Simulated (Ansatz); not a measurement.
Ta2O5:
```xyz
7
Lattice="3.6700 0.0000 0.0000 0.0000 3.8590 0.0000 0.0000 0.0000 6.4334" Properties=species:S:1:pos:R:3 pbc="T T T"
Ta     1.8350     0.0000     3.2167
Ta     0.0000     0.0000     0.0000
O      1.8350     1.9295     3.2167
O      0.0000     0.0000     4.3698
O      0.0000     0.0000     2.0635
O      0.0000     1.9295     0.0000
O      1.8350     0.0000     0.0000
```

PBEsol in the plane-wave PAW code Ansatz gives a gap of 0.32 eV without spin–orbit coupling, maximum on the S–R line, 89 % of the way from S, minimum at X.

Problem. What happens when spin–orbit coupling is switched on?

Solution. The gap drops by 0.10 eV, to 0.22 eV; maximum on the S–R line, 89 % of the way from S, minimum at X.

Problem. Give the electron effective mass with spin–orbit coupling.

Solution. 0.33, 0.96, 2.9 mₑ (principal values).

Space group Pmmm. The first step of the workflow began from a Materials Project structure, measured or hypothetical; the Crystallography Open Database copy checked does not list it. COD files the formula under space group No. 49, so this cell is another polymorph or a model. Its standing as an ambient phase is unchecked. The PBEsol relaxation kept the symmetry of its start. At this level the phase is dynamically unstable (imaginary phonons). The run is not spin-polarised.

Potentials: the later of the program's two PAW sets.
